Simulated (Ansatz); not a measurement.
Clean, relaxed (100) surface of ZrB2, space group P6/mmm (No. 191) (top face towards +c; atoms held fixed, by place in the list: 1, 2, 3, 4):

```yaml
crystal:
  lattice:
    - [3.15478, 0.00000, 0.00000]
    - [0.00000, 3.50680, 0.00000]
    - [0.00000, 0.00000, 24.28566]
  atoms:
    - { symbol: B, position: [0.00000, 0.50000, 0.35000] }
    - { symbol: Zr, position: [0.50000, 0.00000, 0.38750] }
    - { symbol: B, position: [0.00000, 0.50000, 0.42500] }
    - { symbol: B, position: [0.50000, 0.50000, 0.46250] }
    - { symbol: Zr, position: [0.00000, 0.00000, 0.50071] }
    - { symbol: B, position: [0.50000, 0.50000, 0.53819] }
    - { symbol: B, position: [0.00000, 0.50000, 0.57475] }
    - { symbol: Zr, position: [0.50000, 0.00000, 0.61813] }
    - { symbol: B, position: [0.00000, 0.50000, 0.64490] }
```

Computed with Ansatz, DFT PBEsol, scalar-relativistic, plane waves, PAW. Settings: cutoff 420 eV, Γ-centred mesh 9×8×1 on the computed 9-atom cell, Gaussian smearing of 0.10 eV; no spin polarisation. A dipole correction removes the field between periodic images along c.

The adsorption energy is E(slab + adsorbate) − E(slab) − E(free adsorbate, spin-polarised where open-shell). With the adsorbate the cell is lengthened along c to keep the vacuum.

Q: B (atom) is put at the bridge (Zr-B) at (0.25, 0.75) site, one adsorbate per 11.1 Å². What structure does it relax to?

A: E_ads = -7.01 eV. Contacts: B–B 1.67 Å, B–Zr 2.34 Å.

```yaml
crystal:
  lattice:
    - [3.15478, 0.00000, 0.00000]
    - [0.00000, 3.50680, 0.00000]
    - [0.00000, 0.00000, 26.28566]
  atoms:
    - { symbol: B, position: [0.00000, 0.50000, 0.32337] }
    - { symbol: Zr, position: [0.50000, 0.00000, 0.35802] }
    - { symbol: B, position: [0.00000, 0.50000, 0.39266] }
    - { symbol: B, position: [0.50000, 0.50000, 0.42731] }
    - { symbol: Zr, position: [0.99998, 0.00001, 0.46255] }
    - { symbol: B, position: [0.50002, 0.50002, 0.49739] }
    - { symbol: B, position: [0.00004, 0.50000, 0.53196] }
    - { symbol: Zr, position: [0.49999, 0.00003, 0.56576] }
    - { symbol: B, position: [0.00001, 0.50004, 0.60391] }
    - { symbol: B, position: [0.50000, 0.50004, 0.62461] }
```

Each end is the local minimum or symmetric point that its start leads to. The slab is only 7.3 Å thick, so the energies aren't converged with thickness.

For at least one of the starts the bottom face's work function also shifts by over 0.1 eV: the slab is too thin to screen the adsorbate, so the work functions aren't converged with thickness.

The adsorbed runs have no spin polarisation, so weakly bound open-shell ends lie too high.